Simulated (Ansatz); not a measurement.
**Where the states of NaHF2 lie**

```
CELL_PARAMETERS angstrom
1.72845 0.99792 4.63887
-1.72845 0.99792 4.63887
0.00000 -1.99584 4.63887
ATOMIC_POSITIONS crystal
Na 0.00000 0.00000 0.00000
H 0.50000 0.50000 0.50000
F 0.41000 0.41000 0.41000
F 0.59000 0.59000 0.59000
```

The cell comes from COD entry 1010284, which wasn't checked; take it as a given geometry. It is an old determination, and later ones may differ.

These are results of Ansatz 0.2.0, DFT, LDA, all-electron LAPW, scalar-relativistic, not measurements.

Settings: a Γ-centred 10×10×10 k mesh, Fermi–Dirac smearing of 0.02 eV, basis error target 1 meV/atom, no spin polarisation.

States per eV and cell, averaged over 0.4 eV, from -4.6 to 6.8 eV, with energies (bin centres) from the valence-band top; empty bins are left out. The partial columns, the largest 4 alone, are projections on Löwdin-orthogonalised atomic shells (those that the program's projection atoms carry: the occupied ones and, for some elements, an empty d or f shell; other empty shells have no column), summed over atoms of an element. Weights on diffuse s and p shells depend on that basis and aren't pure angular character.

```csv
E (eV),total,F 2p,H 1s,Na 3s,F 2s
-4.5,0.06,0.04,0.01,0.00,0.00
-4.1,2.50,1.92,0.45,0.02,0.09
-3.7,2.44,1.87,0.43,0.01,0.11
-1.7,0.15,0.14,0.00,0.01,0.00
-1.3,4.03,3.81,0.00,0.17,0.01
-0.9,5.78,5.64,0.01,0.06,0.01
-0.5,9.52,9.42,0.00,0.02,0.01
-0.1,5.52,5.49,0.00,0.00,0.00
6.3,0.01,0.00,0.00,0.00,0.00
6.7,0.09,0.00,0.01,0.06,0.02
```

Problem. Which of the resolved shells contributes most in the top eV of the valence band?

Solution. F 2p, with 99 % of all states there; Na 3s follows with 0 %.
